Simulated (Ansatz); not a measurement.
The relaxed structure here is a generated cell of Be: the first start was made by placing the elements on the sites of a structure type, and the end was not matched to a known phase here, so it may be hypothetical. Known forms of Be include space group No. 194.

A relaxed cell of Be (P6/mmm (No. 191)), relaxed on a k-mesh at least as fine as the one used below. These are PBE (plane waves to 420 eV, PAW, scalar-relativistic; Ansatz, a first-principles code) values and carry that method's errors. Γ-centred k-mesh 9×5×16 on the run's cell (coarser than for final values), Fermi–Dirac smearing 0.05 eV.

```
CELL_PARAMETERS angstrom
      4.28842     0.00000     0.00000
     -4.28842     7.42776     0.00000
      0.00000     0.00000     2.00904
ATOMIC_POSITIONS crystal
  Be 0.50000 0.00000 0.50000
  Be 0.50000 0.50000 0.50000
  Be 0.50000 0.25000 0.50000
  Be 0.50000 0.75000 0.50000
  Be 0.00000 0.25000 0.50000
  Be 0.00000 0.75000 0.50000
```

The atoms are displaced by (Å):

```json
[
 {"atom": "Be1", "ux": "0.012", "uy": "-0.002", "uz": "0.125"},
 {"atom": "Be2", "ux": "-0.008", "uy": "0.076", "uz": "0.071"},
 {"atom": "Be3", "ux": "-0.168", "uy": "-0.009", "uz": "-0.036"},
 {"atom": "Be4", "ux": "-0.034", "uy": "0.066", "uz": "0.117"},
 {"atom": "Be5", "ux": "-0.110", "uy": "-0.055", "uz": "-0.092"},
 {"atom": "Be6", "ux": "-0.033", "uy": "0.086", "uz": "0.023"}
]
```

Q: What forces (eV/Å) and pressure result?

A: 
```csv
atom,Fx,Fy,Fz
Be1,-0.34,0.33,0.52
Be2,-0.16,-0.28,0.20
Be3,0.45,-0.08,-0.12
Be4,0.19,-0.36,0.21
Be5,-0.02,0.52,-0.47
Be6,-0.13,-0.13,-0.35
```

Pressure +0.4 GPa.

The undisplaced cell is probably no minimum: from this displacement the run went on to P6₃/mmc (No. 194), 0.90 eV/atom below it.

No spin polarisation in the result.
